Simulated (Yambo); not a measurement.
G0W0@PBEsol for CsLiWO4 (space group I-4, No. 82) in Yambo. Reference settings: 2×2×2 Γ-centred k mesh, bands 3 to 225 and a 7 Ry block in the screening, 225 bands in G with the Bruneval-Gonze terminator, plasmon pole fitted at 27.2 eV. The PBEsol gap Γ → Γ on this mesh is 4.50 eV; G0W0 gaps are taken between the same points.

With and without the terminator, as bands are cut:

```
bands in G (in W)  gap, terminator (eV)  gap, none (eV)  valence shift, terminator (eV)  valence shift, none (eV)
-----------------  --------------------  --------------  ------------------------------  ------------------------
85 (225)                          6.317           5.973                          -1.124                    -0.565
145 (225)                         6.316           6.110                          -1.151                    -0.833
225 (225)                         6.317           6.199                          -1.159                    -0.979
```

Over this range the gap spans 0.001 eV with the terminator and 0.226 eV without, the valence shift 0.035 eV and 0.414 eV. Neither column has reached its limit for certain.

Spin-orbit coupling is not included.

Geometry of the Materials Project entry, not relaxed at this level; primitive cell a = 6.117 Å, b = 6.117 Å, c = 6.117 Å, α = 121.29°, β = 121.29°, γ = 87.78°.

The structure is a Materials Project entry; no match was found in the copy of COD used, and its stability was not checked.

A shift is the quasiparticle energy of the state minus its PBEsol energy.
